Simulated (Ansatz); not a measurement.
Cu Kα1 powder pattern (kinematic, no thermal factors).
2θ (°) (relative intensity): 17.11 (12), 24.29 (39), 29.86 (67), 34.61 (100), 38.85 (6), 42.73 (17), 49.76 (70), 53.00 (3), 56.11 (7), 59.11 (27), 62.02 (24), 64.86 (1), 67.63 (8), 73.02 (11), 75.65 (2), 78.25 (4), 80.83 (11), 83.39 (31), 85.93 (1), 88.47 (2)

The pattern is computed from a structure relaxed with Ansatz, DFT PBE, scalar-relativistic, plane waves, PAW. Collinear spin, ending at 0.8 μB a primitive cell. Its elements are Pd, Se, Zr.

Q: Give the structure.

A: ZrPdSe3.
Space group Pm-3m (No. 221). a = 5.179 Å, b = 5.179 Å, c = 5.179 Å, α = 90.00°, β = 90.00°, γ = 90.00°
| atom | site | symmetry | x | y | z |
| --- | --- | --- | --- | --- | --- |
| Zr | 1a | m-3m | 0.0000 | 0.0000 | 0.0000 |
| Pd | 1b | m-3m | 0.5000 | 0.5000 | 0.5000 |
| Se | 3d | 4/mm.m | 0.5000 | 0.0000 | 0.0000 |

A pattern alone doesn't exclude other cells with like lines; this is the one computed.

Another cell of ZrPdSe3 relaxed alike, in P4mm, lies 0.44 eV/atom lower, so this cell isn't the stable form at this level.

The structure comes from a generated guess; another structure or a mixture of phases may lie lower.
